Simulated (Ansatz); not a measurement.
**Notes on Ba2HfF6**

```
CELL_PARAMETERS angstrom
3.10924 5.38536 0.00000
-3.10924 5.38537 0.00000
0.00000 0.00000 4.86031
ATOMIC_POSITIONS crystal
Hf 0.00000 0.00000 0.00000
F 0.16000 0.68000 0.19800
F 0.16000 0.16000 0.19800
F 0.68000 0.16000 0.19800
F 0.84000 0.32000 0.80200
F 0.32000 0.84000 0.80200
F 0.84000 0.84000 0.80200
Ba 0.33330 0.33340 0.69200
Ba 0.66670 0.66660 0.30800
```

Method: r2SCAN, no spin polarisation; PAW, plane waves to 500 eV, 6×6×7 Γ-centred mesh, fermi-dirac occupations (width 0.1 eV) (Ansatz 0.2.0), atoms fixed.

Problem. Is the cell too large or too small?

Solution. The pressure is 5.8 GPa (compression positive), so with the atoms held at these fractions the cell would first expand; the forces are large, so a full relaxation may end otherwise. The principal stresses 2.5, 7.4, 7.4 GPa differ, so its shape would change too.

Problem. What is the formation energy?

Solution. -3.36 eV an atom against the elements' usual phases (free molecules for gases, crystals otherwise, with no correction for O₂ or N₂), so it is bound against them; other compounds may still compete. Relaxing would lower it.

Problem. What do density and ELF say about some of the short contacts?

Solution. Hf–F at 1.97 Å: least valence density 0.84 e/Å³ and ELF 0.20 there. Ba–F at 3.04 Å: least valence density 0.08 e/Å³ and ELF 0.03 there. Both are smooth PAW fields, read partly inside the augmentation spheres.

Problem. What happens at the Fermi level?

Solution. It is a metal, with about 6.2 states/eV a cell as the mean within 0.25 eV of the Fermi level.

Problem. Where is the largest force?

Solution. The largest is on F2 (and as large on other atoms): 2.15 eV/Å, components (1.68, -0.97, 0.92). It makes 176° with the line to a nearest neighbour, Hf1 at 1.97 Å, pointing away from it.

Problem. How is the charge shared?

Solution. Bader charges in e: Ba +1.33, Hf +2.61, F -0.88. In the mean Hf gives up most and F takes most.

Origin: a known structure type with other elements, at an estimated volume, so it need not be a known compound. Caveats: many states at the Fermi level without spin polarisation, so a magnetic state may lie lower; atoms or cell far from equilibrium.
